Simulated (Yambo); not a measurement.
Convergence of the G0W0 gap of PdCdF6

G0W0@PBEsol for PdCdF6 (space group R-3, No. 148) in Yambo. Reference settings: 2×2×2 Γ-centred k mesh, bands 9 to 174 and a 7 Ry block in the screening, 174 bands in G with the Bruneval-Gonze terminator, plasmon pole fitted at 27.2 eV. The PBEsol gap F → F on this mesh is 1.82 eV; G0W0 gaps are taken between the same points.

| change from the reference | G0W0 gap F → F (eV) | shift of the valence edge (eV) | rough Yambo cost |
|---|---|---|---|
| reference settings | 4.44 | -1.15 | 1 |
| 79 bands in W, 79 bands in G | 4.52 | -1.08 | about 1/3 |
| 120 bands in W, 120 bands in G | 4.46 | -1.11 | within a factor of two |
| 79 bands in G | 4.47 | -1.16 | – |
| 120 bands in G | 4.45 | -1.15 | – |
| 92 bands in W | 4.47 | -1.09 | about 1/3 |
| 6 Ry block | 4.43 | -1.16 | within a factor of two |
| 2 Ry block | 5.05 | -1.79 | within a factor of two |
| 3 Ry block | 4.80 | -1.53 | within a factor of two |
| pole fitted at 55 eV | 4.53 | -1.22 | – |
| no random integration | 4.34 | -0.85 | – |
| 79 bands in G, no terminator | 4.56 | -0.60 | – |
| 120 bands in G, no terminator | 4.48 | -0.78 | – |
| no terminator | 4.47 | -0.92 | – |

The reference isn't shown to be the converged limit. Costs are rough (shared machines), scaled to the same edge states, and given only for runs that recompute the screening.

Spin-orbit splittings are left out.

Geometry of the Materials Project entry, not relaxed at this level; primitive cell a = 5.648 Å, b = 5.648 Å, c = 5.648 Å, α = 53.19°, β = 53.19°, γ = 53.19°.

A shift is the quasiparticle energy of the state minus its PBEsol energy.
